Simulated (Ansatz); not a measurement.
The calculation used DFT PBE, scalar-relativistic, plane waves, PAW in Ansatz 0.2.0. Settings: cutoff 420 eV, Γ-centred meshes spaced at most about 0.3 Å⁻¹, and about 0.25 Å⁻¹ or finer for metals (2π included), Gaussian smearing. No spin polarisation in the final relaxations.

These are static total energies at zero pressure.

Two relaxed structures of ZrNb2C3:

1.

```yaml
crystal:
  lattice:
    - [3.22091, 0.00000, 0.00000]
    - [-1.61045, 2.78939, 0.00000]
    - [0.00000, 0.00000, 7.88767]
  atoms:
    - { symbol: Zr, position: [0.00000, 0.00000, 0.50000] }
    - { symbol: Nb, position: [0.33333, 0.66667, 0.16019] }
    - { symbol: Nb, position: [0.66667, 0.33333, 0.83981] }
    - { symbol: C, position: [0.33333, 0.66667, 0.67601] }
    - { symbol: C, position: [0.66667, 0.33333, 0.32399] }
    - { symbol: C, position: [0.00000, 0.00000, 0.00000] }
```

2.

```yaml
crystal:
  lattice:
    - [5.52840, 0.00000, 0.00000]
    - [-2.76420, 4.78773, 0.00000]
    - [0.00000, 0.00000, 2.96946]
  atoms:
    - { symbol: Zr, position: [0.00000, 0.00000, 0.00000] }
    - { symbol: Nb, position: [0.33333, 0.66667, 0.00000] }
    - { symbol: Nb, position: [0.66667, 0.33333, 0.00000] }
    - { symbol: C, position: [0.50000, 0.00000, 0.50000] }
    - { symbol: C, position: [0.50000, 0.50000, 0.50000] }
    - { symbol: C, position: [0.00000, 0.50000, 0.50000] }
```

**Question.** Which would you expect to be lower, and how large is the difference?

**Answer.** Cell 1 is lower, by 0.92 eV/atom. Cell 1 has Zr and Nb ordered on rock salt sites, space group P-3m1 (No. 164), 11.8 Å³/atom and no gap on its mesh; cell 2 has space group P6/mmm (No. 191), 13.1 Å³/atom and no gap. Counting C atoms around Nb and Zr (those within 1.25 times the shortest such distance or 1.15 times the sum of covalent radii; the shortest distance is added where it is long for a bond), cell 1 has Zr 6, Nb 6 and cell 2 has Zr 12 from 3.1 Å, Nb 6. The denser one is the lower, and pressure would at first widen the difference. In cell 1, Zr is surrounded by 6 C at 2.32 Å, 6 Zr at 3.22 Å and 6 Nb at 3.26 Å; Nb has 6 C at 2.25–2.26 Å, 9 Nb at 3.14–3.22 Å and 3 Zr at 3.26 Å; C on a site of symmetry 3m has 3 Nb at 2.26 Å and 3 Zr at 2.32 Å; 1 more site not described. In cell 2, Zr has 2 Zr at 2.97 Å, 12 C at 3.14 Å and 6 Nb at 3.19 Å; Nb is surrounded by 6 C at 2.18 Å, 2 Nb at 2.97 Å, 3 Nb at 3.19 Å and 3 Zr at 3.19 Å; around C lie 4 Nb at 2.18 Å, 4 C at 2.76 Å, 2 C at 2.97 Å and 4 Zr at 3.14 Å. Both come from invented guesses.

Cells relaxed within their symmetry can be saddle points.
